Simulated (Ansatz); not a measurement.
LuN (rock salt, Fm-3m) at seven volumes, the program Ansatz at the PBEsol level (PAW), scaled uniformly. One row is withheld.

```json
[
 {"V (Å³/atom)": "11.824", "P (GPa)": "20.98"},
 {"V (Å³/atom)": "12.214", "P (GPa)": "12.88"},
 {"V (Å³/atom)": "12.604", "P (GPa)": "5.92"},
 {"V (Å³/atom)": "12.994", "P (GPa)": "0.00"},
 {"V (Å³/atom)": "13.383", "P (GPa)": "-5.14"},
 {"V (Å³/atom)": "13.773", "P (GPa)": "?"},
 {"V (Å³/atom)": "14.163", "P (GPa)": "-13.32"}
]
```

Question: Fit the shown pressures and predict the withheld one.

Answer: P = (3/2)B₀(x^(7/2) − x^(5/2))[1 + (3/4)(B′ − 4)(x − 1)] with x = (V₀/V)^(2/3). Least squares on the six rows gives V₀ = 12.992 Å³/atom, B₀ = 184 GPa, B′ = 4.05. At V = 13.773, x = 0.9618 and P = -9.54 GPa. The run itself gave -9.54 GPa.

The workflow started from an entry of the Crystallography Open Database (COD). Its standing as an ambient phase is unchecked. Symmetry was held in the PBEsol relaxation; its stability against distortions is not shown here. Spin–orbit coupling is left out wherever it is not named.

Potentials: the later of the program's two PAW sets.
